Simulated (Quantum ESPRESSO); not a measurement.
Ga7MgP7S, finding a planted mistake in a log

Simulated, not a measurement. The program is pw.x of Quantum ESPRESSO 7.5 (plane-wave density functional theory). The cell is made up: 16 atoms on a doubled zincblende/diamond lattice, with randomly drawn elements, strain and displacements, not relaxed. PseudoDojo standard norm-conserving files (v0.5 for PBE, v0.4.1 for LDA and PBEsol) set the functional; there is no spin polarisation, spin-orbit coupling or dispersion term, and the masses in the input are unused placeholders.

Intended input:

```
&control calculation='scf', pseudo_dir='./dojo.nc.sr.pbe.v0_5.standard.upf', outdir='./o', disk_io='medium', tprnfor=.true., tstress=.true. /
&system ibrav=0, nat=16, ntyp=4, nbnd=77, ecutwfc=84.00895049, nosym=.true., tot_charge=0,
 occupations='smearing', smearing='fd', degauss=0.0018374661
/
&electrons conv_thr=7.350e-09, electron_maxstep=60, /
ATOMIC_SPECIES
Ga 1.0 Ga.upf
Mg 1.0 Mg.upf
P 1.0 P.upf
S 1.0 S.upf
CELL_PARAMETERS angstrom
5.5294 -0.0142 0.0201
-0.0142 5.4571 0.0707
0.0403 0.1413 11.0559
ATOMIC_POSITIONS angstrom
Ga -0.0 0.0598 0.0839
Ga 0.0371 2.755 2.599
Ga 3.0327 0.0213 2.8815
Mg 2.7188 2.7311 -0.0306
Ga 0.0638 0.0799 5.567
Ga 0.0345 2.8528 8.2095
Ga 2.739 0.1166 8.3419
Ga 2.8051 2.5889 5.5899
P 1.4543 1.3356 1.338
P 1.5199 4.2191 4.2695
P 4.0723 1.24 4.154
S 4.131 4.0792 1.4385
P 1.458 1.4381 6.9571
P 1.3979 4.1681 9.8969
P 4.1586 1.4269 9.7345
P 4.2666 4.1978 6.9457
K_POINTS automatic
4 4 2 1 1 1
```

The log is shortened where brackets say so; the opening notice, blank lines, dates and the lines on written files are dropped, and the path of the files is cut. It prints rydbergs, bohrs and kilobars, and counts compression as positive stress. Where no state is partly filled, the Fermi energy that it prints is only some level between the filled and the empty states on the mesh, and need not lie in the true gap.

Log of the intended run:

```
     Program PWSCF v.7.5
     Parallel version (MPI & OpenMP), running on       1 processor cores
     Number of MPI processes:                 1
     Threads/MPI process:                     1
     [start-up lines left out]
     bravais-lattice index     =            0
     lattice parameter (alat)  =      10.4492  a.u.
     unit-cell volume          =    2250.8676 (a.u.)^3
     number of atoms/cell      =           16
     number of atomic types    =            4
     number of electrons       =       142.00
     number of Kohn-Sham states=           77
     kinetic-energy cutoff     =      84.0090  Ry
     charge density cutoff     =     336.0358  Ry
     scf convergence threshold =      7.3E-09
     mixing beta               =       0.7000
     number of iterations used =            8  plain     mixing
     Exchange-correlation= PBE
                           (   1   4   3   4   0   0   0)
     [axes and pseudopotential details left out]
   Cartesian axes
     site n.     atom                  positions (alat units)
         1        Ga     tau(   1) = (  -0.0000000   0.0108148   0.0151733  )
         2        Ga     tau(   2) = (   0.0067095   0.4982408   0.4700283  )
         3        Ga     tau(   3) = (   0.5484628   0.0038521   0.5211183  )
         4        Mg     tau(   4) = (   0.4916940   0.4939185  -0.0055340  )
         5        Ga     tau(   5) = (   0.0115382   0.0144499   1.0067900  )
         6        Ga     tau(   6) = (   0.0062393   0.5159279   1.4846853  )
         7        Ga     tau(   7) = (   0.4953472   0.0210871   1.5086298  )
         8        Ga     tau(   8) = (   0.5073014   0.4682017   1.0109315  )
         9        P      tau(   9) = (   0.2630097   0.2415428   0.2419768  )
        10        P      tau(  10) = (   0.2748734   0.7630228   0.7721376  )
        11        P      tau(  11) = (   0.7364741   0.2242536   0.7512495  )
        12        S      tau(  12) = (   0.7470899   0.7377219   0.2601522  )
        13        P      tau(  13) = (   0.2636788   0.2600799   1.2581892  )
        14        P      tau(  14) = (   0.2528097   0.7537995   1.7898510  )
        15        P      tau(  15) = (   0.7520814   0.2580544   1.7604810  )
        16        P      tau(  16) = (   0.7716131   0.7591707   1.2561275  )
     number of k points=    16  Fermi-Dirac smearing, width (Ry)=  0.0018
                       cart. coord. in units 2pi/alat
        k(    1) = (   0.1248762   0.1253891   0.1229763), wk =   0.1250000
        k(    2) = (   0.1257937   0.1286318  -0.1271365), wk =   0.1250000
     [further k points left out]
     Dense  grid:   234141 G-vectors     FFT dimensions: (  64,  64, 125)
     Estimated max dynamical RAM per process >     457.34 MB
     Initial potential from superposition of free atoms
     starting charge     141.9795, renormalised to     142.0000
     Starting wfcs are  100 randomized atomic wfcs
     total cpu time spent up to now is       34.3 secs
     per-process dynamical memory:   276.8 Mb
     Self-consistent Calculation
     iteration #  1     ecut=    84.01 Ry     beta= 0.70
     Davidson diagonalization with overlap
     ethr =  1.00E-02,  avg # of iterations =  3.8
     Threshold (ethr) on eigenvalues was too large:
     Diagonalizing with lowered threshold
     Davidson diagonalization with overlap
     ethr =  5.40E-04,  avg # of iterations =  2.0
     total cpu time spent up to now is      217.6 secs
     total energy              =   -1308.47205243 Ry
     estimated scf accuracy    <       0.77544179 Ry
     iteration #  2     ecut=    84.01 Ry     beta= 0.70
     Davidson diagonalization with overlap
     ethr =  5.46E-04,  avg # of iterations =  6.8
     total cpu time spent up to now is      331.8 secs
     total energy              =   -1308.53470298 Ry
     estimated scf accuracy    <       0.65566020 Ry
     [iterations 3 to 11 left out]
     iteration # 12     ecut=    84.01 Ry     beta= 0.70
     Davidson diagonalization with overlap
     ethr =  2.89E-10,  avg # of iterations =  2.0
     total cpu time spent up to now is     1209.6 secs
     total energy              =   -1308.73463313 Ry
     estimated scf accuracy    <       0.00000006 Ry
     iteration # 13     ecut=    84.01 Ry     beta= 0.70
     Davidson diagonalization with overlap
     ethr =  4.38E-11,  avg # of iterations =  4.0
     total cpu time spent up to now is     1269.1 secs
     End of self-consistent calculation
     [lines on levels left out]
     the Fermi energy is     7.7340 ev
!    total energy              =   -1308.73463314 Ry
     estimated scf accuracy    <          1.9E-09 Ry
     smearing contrib. (-TS)   =      -0.00000000 Ry
     internal energy E=F+TS    =   -1308.73463314 Ry
     The total energy is F=E-TS. E is the sum of the following terms:
     one-electron contribution =    -653.74497649 Ry
     hartree contribution      =     422.79924217 Ry
     xc contribution           =    -344.32254801 Ry
     ewald contribution        =    -733.46635080 Ry
     convergence has been achieved in  13 iterations
     Forces acting on atoms (cartesian axes, Ry/au):
     atom    1 type  1   force =     0.01800279   -0.00521476   -0.05176645
     atom    2 type  1   force =     0.03509021   -0.02097385    0.07259546
     atom    3 type  1   force =    -0.13675902   -0.07609552   -0.09555125
     atom    4 type  2   force =     0.06364940   -0.02851339    0.02196830
     atom    5 type  1   force =     0.02603650    0.00701189   -0.02312895
     atom    6 type  1   force =     0.01522451   -0.00997591    0.07057377
     atom    7 type  1   force =     0.02034561   -0.03529118    0.02988564
     atom    8 type  1   force =     0.01664519    0.06987507   -0.01763757
     atom    9 type  3   force =    -0.01447786   -0.03097328    0.06494045
     atom   10 type  3   force =    -0.02647310   -0.05171153   -0.02589125
     atom   11 type  3   force =     0.13575952    0.13213758    0.07115599
     atom   12 type  4   force =     0.00064455    0.01335239    0.00987590
     atom   13 type  3   force =    -0.03710450   -0.00837020    0.00495710
     atom   14 type  3   force =    -0.07885019    0.06833142   -0.09609161
     atom   15 type  3   force =     0.03063770    0.00145452   -0.03721024
     atom   16 type  3   force =    -0.06837131   -0.02504325    0.00132473
     Total force =     0.378711     Total SCF correction =     0.000196
     Computing stress (Cartesian axis) and pressure
          total   stress  (Ry/bohr**3)                   (kbar)     P=       36.36
   0.00022905   0.00001003   0.00004738           33.69        1.47        6.97
   0.00001003   0.00031674  -0.00010722            1.47       46.59      -15.77
   0.00004738  -0.00010722   0.00019565            6.97      -15.77       28.78
     init_run     :     32.06s CPU     34.24s WALL (       1 calls)
     electrons    :   1194.88s CPU   1234.79s WALL (       1 calls)
     forces       :     11.52s CPU     11.71s WALL (       1 calls)
     stress       :     46.70s CPU     48.22s WALL (       1 calls)
     [timing details left out]
     PWSCF        :  21m25.47s CPU  22m10.41s WALL
     JOB DONE.
```

A second run was made from an input with one planted mistake. Its log:

```
     Program PWSCF v.7.5
     Parallel version (MPI & OpenMP), running on       4 processor cores
     Number of MPI processes:                 4
     Threads/MPI process:                     1
     [start-up lines left out]
     bravais-lattice index     =            0
     lattice parameter (alat)  =      10.4492  a.u.
     unit-cell volume          =    2250.8676 (a.u.)^3
     number of atoms/cell      =           16
     number of atomic types    =            4
     number of electrons       =       142.00
     number of Kohn-Sham states=           77
     kinetic-energy cutoff     =      84.0090  Ry
     charge density cutoff     =     336.0358  Ry
     scf convergence threshold =      7.3E-09
     mixing beta               =       0.7000
     number of iterations used =            8  plain     mixing
     Exchange-correlation= PBE
                           (   1   4   3   4   0   0   0)
     [axes and pseudopotential details left out]
   Cartesian axes
     site n.     atom                  positions (alat units)
         1        Ga     tau(   1) = (  -0.0000000   0.0108148   0.0151733  )
         2        Ga     tau(   2) = (   0.0067095   0.4982408   0.4700283  )
         3        Ga     tau(   3) = (   0.5484628   0.0038521   0.5211183  )
         4        Mg     tau(   4) = (   0.4916940   0.4939185  -0.0055340  )
         5        Ga     tau(   5) = (   0.0115382   0.0144499   1.0067900  )
         6        P      tau(   6) = (   0.0062393   0.5159279   1.4846853  )
         7        Ga     tau(   7) = (   0.4953472   0.0210871   1.5086298  )
         8        Ga     tau(   8) = (   0.5073014   0.4682017   1.0109315  )
         9        P      tau(   9) = (   0.2630097   0.2415428   0.2419768  )
        10        P      tau(  10) = (   0.2748734   0.7630228   0.7721376  )
        11        P      tau(  11) = (   0.7364741   0.2242536   0.7512495  )
        12        S      tau(  12) = (   0.7470899   0.7377219   0.2601522  )
        13        P      tau(  13) = (   0.2636788   0.2600799   1.2581892  )
        14        P      tau(  14) = (   0.2528097   0.7537995   1.7898510  )
        15        P      tau(  15) = (   0.7520814   0.2580544   1.7604810  )
        16        Ga     tau(  16) = (   0.7716131   0.7591707   1.2561275  )
     number of k points=    16  Fermi-Dirac smearing, width (Ry)=  0.0018
                       cart. coord. in units 2pi/alat
        k(    1) = (   0.1248762   0.1253891   0.1229763), wk =   0.1250000
        k(    2) = (   0.1257937   0.1286318  -0.1271365), wk =   0.1250000
     [further k points left out]
     Dense  grid:   234141 G-vectors     FFT dimensions: (  64,  64, 125)
     Estimated max dynamical RAM per process >     594.89 MB
     Estimated total dynamical RAM >       2.16 GB
     Initial potential from superposition of free atoms
     starting charge     141.9795, renormalised to     142.0000
     Starting wfcs are  100 randomized atomic wfcs
     total cpu time spent up to now is       13.2 secs
     per-process dynamical memory:   410.3 Mb
     Self-consistent Calculation
     iteration #  1     ecut=    84.01 Ry     beta= 0.70
     Davidson diagonalization with overlap
     ethr =  1.00E-02,  avg # of iterations =  3.8
     Threshold (ethr) on eigenvalues was too large:
     Diagonalizing with lowered threshold
     Davidson diagonalization with overlap
     ethr =  4.68E-04,  avg # of iterations =  2.0
     total cpu time spent up to now is       73.4 secs
     total energy              =   -1308.31831289 Ry
     estimated scf accuracy    <       0.67489793 Ry
     iteration #  2     ecut=    84.01 Ry     beta= 0.70
     Davidson diagonalization with overlap
     ethr =  4.75E-04,  avg # of iterations =  6.8
     total cpu time spent up to now is      108.9 secs
     total energy              =   -1308.15721634 Ry
     estimated scf accuracy    <       1.32434742 Ry
     [iterations 3 to 12 left out]
     iteration # 13     ecut=    84.01 Ry     beta= 0.70
     Davidson diagonalization with overlap
     ethr =  1.02E-10,  avg # of iterations =  2.1
     total cpu time spent up to now is      427.8 secs
     total energy              =   -1308.53843074 Ry
     estimated scf accuracy    <       0.00000002 Ry
     iteration # 14     ecut=    84.01 Ry     beta= 0.70
     Davidson diagonalization with overlap
     ethr =  1.35E-11,  avg # of iterations =  4.4
     total cpu time spent up to now is      450.1 secs
     End of self-consistent calculation
     [lines on levels left out]
     the Fermi energy is     7.7739 ev
!    total energy              =   -1308.53843074 Ry
     estimated scf accuracy    <          1.5E-09 Ry
     smearing contrib. (-TS)   =      -0.00039245 Ry
     internal energy E=F+TS    =   -1308.53803829 Ry
     The total energy is F=E-TS. E is the sum of the following terms:
     one-electron contribution =    -687.76335671 Ry
     hartree contribution      =     440.22309128 Ry
     xc contribution           =    -344.17975110 Ry
     ewald contribution        =    -716.81802177 Ry
     convergence has been achieved in  14 iterations
     Forces acting on atoms (cartesian axes, Ry/au):
     atom    1 type  1   force =     0.01499745   -0.01318655   -0.03854168
     atom    2 type  1   force =     0.02958372   -0.01635940    0.07859658
     atom    3 type  1   force =    -0.13038624   -0.08039719   -0.08907519
     atom    4 type  2   force =     0.06797250   -0.02505031    0.03042014
     atom    5 type  1   force =     0.02936573    0.01119780   -0.03325605
     atom    6 type  3   force =     0.02131236   -0.03603011    0.05756214
     atom    7 type  1   force =     0.02128872   -0.04470109    0.00323509
     atom    8 type  1   force =     0.02990929    0.07006247   -0.01678335
     atom    9 type  3   force =    -0.00980336   -0.03765363    0.05620828
     atom   10 type  3   force =    -0.02084972   -0.04493859   -0.03097800
     atom   11 type  3   force =     0.12703341    0.12789497    0.06342426
     atom   12 type  4   force =    -0.00251909    0.01570401   -0.00333468
     atom   13 type  3   force =    -0.06447273    0.01158973    0.03978095
     atom   14 type  3   force =    -0.08938162    0.06716937   -0.09187495
     atom   15 type  3   force =     0.04845309    0.02223594   -0.03969326
     atom   16 type  1   force =    -0.07250351   -0.02753743    0.01430973
     Total force =     0.380531     Total SCF correction =     0.000178
     Computing stress (Cartesian axis) and pressure
          total   stress  (Ry/bohr**3)                   (kbar)     P=       42.33
   0.00027957   0.00002759   0.00007027           41.13        4.06       10.34
   0.00002759   0.00036007  -0.00011633            4.06       52.97      -17.11
   0.00007027  -0.00011633   0.00022355           10.34      -17.11       32.89
     init_run     :     12.24s CPU     12.72s WALL (       1 calls)
     electrons    :    429.41s CPU    437.07s WALL (       1 calls)
     forces       :      4.17s CPU      4.26s WALL (       1 calls)
     stress       :     12.47s CPU     12.74s WALL (       1 calls)
     [timing details left out]
     PWSCF        :   7m38.78s CPU   7m47.46s WALL
     JOB DONE.
```

Question: what was wrong in the second input?

Answer: two atoms have their elements exchanged. The input lines that differ, file-writing options aside:

```
- Ga 0.0345 2.8528 8.2095
+ P 0.0345 2.8528 8.2095
- P 4.2666 4.1978 6.9457
+ Ga 4.2666 4.1978 6.9457
```

|  | intended run | run with the mistake |
| --- | --- | --- |
| free energy (eV) | -17806.242 | -17803.572 |
| smearing term -TS (eV) | 0.0000 | -0.0053 |
| pressure (GPa) | 3.64 | 4.23 |
| largest force component (eV/Å) | 3.516 | 3.352 |
| largest change of a force component (eV/Å) |  | 0.895 |
| iterations | 13 | 14 |

For scale, a rerun of the intended cell at a cutoff of 1437 eV and k mesh 6 x 6 x 4 moved values by no more than 0.017 eV in energy, 0.02 GPa in stress and 0.005 eV/Å in force.